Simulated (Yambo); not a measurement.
Yambo run on Be3N2 (space group P6_3/mmc, No. 194). The wavefunctions are LDA (pw.x of Quantum ESPRESSO, ONCV potentials, scalar-relativistic) ones on a 6×6×2 mesh (22 occupied bands); a = 2.842 Å, b = 2.842 Å, c = 9.747 Å, α = 90.00°, β = 90.00°, γ = 120.00°.

Yambo input:

```
rim_cut
gw0
dyson
el_el_corr
HF_and_locXC
ppa
em1d
RandQpts= 1000000
RandGvec= 1 Ry
EXXRLvcs= 88 Ry
VXCRLvcs= 352 Ry
Chimod= "HARTREE"
% BndsRnXp
 7 | 78 |
%
NGsBlkXp= 5 Ry
% LongDrXp
 1.0 | 1.0 | 1.0 |
%
PPAPntXp= 27.2114 eV
% GbndRnge
 1 | 78 |
%
GTermKind= "BG"
DysSolver= "n"
ExtendOut
% QPkrange
 1 | 1 | 22 | 22 |
 7 | 7 | 22 | 23 |
%
```

k points by index: 1 = Γ, 7 = M.

The o-*.qp file then holds:

```
#    K-point    Band    Eo [eV]    E [eV]    E-Eo [eV]    Vxc [eV]    Vnlxc [eV]    Sc|Eo [eV]    Sc|E [eV]    dSc/dw|Eo [eV]    Re(Z)    Im(Z)
#
    1    22    0.000000    -0.385678    -0.385678    -17.62069    -21.53550    3.441413    3.529133    -6.187683    0.814734    -0.001030
    7    22    -1.402488    -1.896809    -0.494322    -16.86245    -21.17902    3.706625    3.822245    -6.363386    0.810470    -0.001072
    7    23    3.291040    4.353778    1.062738    -11.55854    -6.662204    -3.641261    -3.833599    -4.924457    0.846760    -0.876880E-3
```
(The two width columns are left out.) Convergence of these settings isn't established.

Geometry of the Materials Project entry, not relaxed at this level.

The structure is a Materials Project entry; no match was found in the copy of COD used, and its stability was not checked.
